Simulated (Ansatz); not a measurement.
These are results of DFT PBE, scalar-relativistic, plane waves, PAW, and for the lanthanide a 4f-in-core norm-conserving potential, in Ansatz 0.2.0, not measurements. Cutoff 690 eV, Γ-centred meshes of about 0.25 Å⁻¹ or finer for metals and 0.3 Å⁻¹ for insulators (2π included), Gaussian smearing. No spin polarisation.

Temperature and zero-point effects are left out.

Two forms of Ho2O were relaxed alike.

A.

```xyz
6
Lattice="3.7446 0.0000 0.0000 -1.8723 3.2429 0.0000 0.0000 0.0000 11.1235" Properties=species:S:1:pos:R:3 pbc="T T T"
Ho    1.8723    1.0810    2.7809
Ho    0.0000    2.1619    8.3426
Ho    0.0000    0.0000    0.0000
Ho    0.0000    0.0000    5.5617
O     0.0000    0.0000    2.7809
O     0.0000    0.0000    8.3426
```

B.

```xyz
6
Lattice="3.6386 0.0000 0.0000 -1.8193 3.1511 0.0000 0.0000 0.0000 12.1326" Properties=species:S:1:pos:R:3 pbc="T T T"
Ho    0.0000    0.0000    5.3900
Ho    0.0000    0.0000   11.4563
Ho    0.0000    2.1008    8.3409
Ho    1.8193    1.0504    2.2746
O     0.0000    0.0000    1.5594
O     0.0000    0.0000    7.6257
```

Question: Which would you expect to be lower, and how large is the difference?

Answer: B is lower, by 41 meV/atom. A has space group P6_3/mmc (No. 194), 22.5 Å³/atom and no gap on its mesh; B has space group P6_3mc (No. 186), 23.2 Å³/atom and a gap of 0.11 eV. Counting O atoms around Ho (those within 1.25 times the shortest such distance or 1.15 times the sum of covalent radii, 1.27 where that leaves under three; a slash parts the counts of unlike sites), A has Ho 2/3 and B has Ho 1/3. In A, around Ho on a site of symmetry -6m2 lie 3 O at 2.16 Å, 6 Ho at 3.52 Å and 6 Ho at 3.74 Å; around Ho on a site of symmetry -3m lie 2 O at 2.78 Å, 6 Ho at 3.52 Å and 6 Ho at 3.74 Å; around O lie 3 Ho at 2.16 Å and 2 Ho at 2.78 Å. In B, Ho on its first site is surrounded by 1 O at 2.24 Å and 12 Ho at 3.62–3.76 Å; Ho on its second site is surrounded by 3 O at 2.22 Å and 12 Ho at 3.62–3.76 Å; around O lie 4 Ho at 2.22–2.24 Å. Both come from trial cells of a structure search, whose lowest cell (P4_2/nmc, 24.0 Å³/atom) lies 35 meV/atom below the lower of the two.

Kohn–Sham gaps at this level usually fall short of measured ones. Small gaps are read on the mesh alone, and bands can cross between its points. Cells relaxed within their symmetry can be saddle points. Some structure types and database cells were kept out of the candidates from the start, so a known form may be missing.

The lanthanide is trivalent by construction, without f bands, f moments or other valences.
